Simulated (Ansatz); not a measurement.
In$_{2}$Au (fluorite type, space group Fm-3m)

```
CELL_PARAMETERS angstrom
      0.00000     3.23241     3.23241
      3.23241     0.00000     3.23241
      3.23241     3.23241     0.00000
ATOMIC_POSITIONS crystal
  In 0.75000 0.75000 0.75000
  In 0.25000 0.25000 0.25000
  Au 0.00000 0.00000 0.00000
```

The slice is a {110} plane (indices of the conventional cell) through the point (0.000, 0.000, 0.000) (fractional), spanned by u = [100] and v = [1 -1 -1] in vectors of this cell: u (4.57 Å) and v (6.46 Å, at 90° to u). It covers one period; positions are fractions (u, v).

All values below come from LDA (plane waves to 420 eV, PAW, scalar-relativistic; Ansatz, an electronic-structure program). k mesh 13×13×13. Inside the PAW spheres the values are not all-electron values, and peaks at nuclei hang on which shells count as valence. In2Au was relaxed with its symmetry unable to fall. Spin-orbit coupling is left out, though Au is heavy.

Problem. Sketch the electrostatic potential energy of an electron, from the cell's mean on this plane as a map.

Solution. 
```
|xxxxxx004455443344554400xxxx|
|xxxxxx11330000xx00003300xxxx|
|xx00113300xxxxxxxxxx00331100|
|5555664400xxxxxxxxxx00446655|
|88887733xxxxxxxxxxxxxx337788|
|9999884400xxxxxxxxxx00448899|
|9999886600xxxxxxxxxx00668899|
|99999977550000xx000055779999|
|9999998877664433446677889999|
|9999999988776666667788999999|
|9999998877664433446677889999|
|99999977550000xx000055779999|
|9999886600xxxxxxxxxx00668899|
|9999884400xxxxxxxxxx00448899|
|88887733xxxxxxxxxxxxxx337788|
|5555664400xxxxxxxxxx00446655|
|xx00113300xxxxxxxxxx00331100|
|xxxxxx00330000xx00003311xxxx|
|xxxxxx004455443344554400xxxx|
|xxxxxxxx44666666666644xxxxxx|
```
Scale: ten equal steps from 1.00 (start of '0') to 9.83 (end of '9'), in the order '0123456789'. Values: electrostatic potential energy of an electron, from the cell's mean, in eV. The map has 14 points along u (two characters each, u = 0 at the left) and 20 along v (v = 0 in the bottom row). Points within 1 Å of a nucleus are blanked (x), as the pseudised field means little there. Values under 1 eV are set to 1. The zero, the cell's mean, hangs on the PAW cores.
